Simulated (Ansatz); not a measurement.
Starting cell, Ti (hcp, Mg type):

```xyz
2
Lattice="2.9391 0.0000 0.0000 -1.4696 2.5454 0.0000 0.0000 0.0000 4.6501" Properties=species:S:1:pos:R:3 pbc="T T T"
Ti     0.0000     1.6969     3.4876
Ti     1.4696     0.8485     1.1625
```

Two-dimensional scan of atom 1 (Ti, nearest neighbour Ti at 2.878 Å; its periodic images, 2.9 Å or more away, move with it): u runs along (1.000, 0.000, 0.000), v along (0.000, 0.000, 1.000) (Cartesian). Cell and other atoms are fixed.

Method: PBE (plane waves to 420 eV, PAW, scalar-relativistic; Ansatz, a first-principles code). k mesh 15×15×8 (Γ-centred), Fermi-Dirac smearing 0.05 eV. The energy includes the smearing's −TS. Points where atoms come too close for the PAW data are left out (x in tables, blank in figures). With partly filled bands, energies and forces of such displacements shift with the k mesh and the smearing. Fu and Fv are the components of the force on the atom. Ti is run without spin polarisation. Ti was relaxed with its symmetry unable to fall. The zero of ΔE is the undisplaced structure. Axes are in Å.

ΔE (meV/cell), with u across and v down:

```
v \ u   -0.430  -0.215  0.000  0.215  0.430
------  ------  ------  -----  -----  -----
-0.430       x     524    510    524      x
-0.215     202     125     95    125    202
0.000      113      34      0     34    113
0.215      202     125     95    125    202
0.430        x     524    510    524      x
```

Fv (eV/Å), with u across and v down:

```tsv
v \ u	-0.430	-0.215	0.000	0.215	0.430
-0.430	x	2.83	2.93	2.83	x
-0.215	0.98	1.00	1.04	1.00	0.98
0.000	0.00	0.00	0.00	0.00	0.00
0.215	-0.98	-1.00	-1.04	-1.00	-0.98
0.430	x	-2.83	-2.93	-2.83	x
```

Key numbers:

| Property | Value |
|---|---|
| Lowest place on the grid | u = 0.000 Å, v = 0.000 Å (0 meV/cell) |

The 25 points together took very roughly 15 core-minutes.

(A displaced cell: forces are minus the slopes of the energy, force constants its curvatures, and phonons follow from these.)
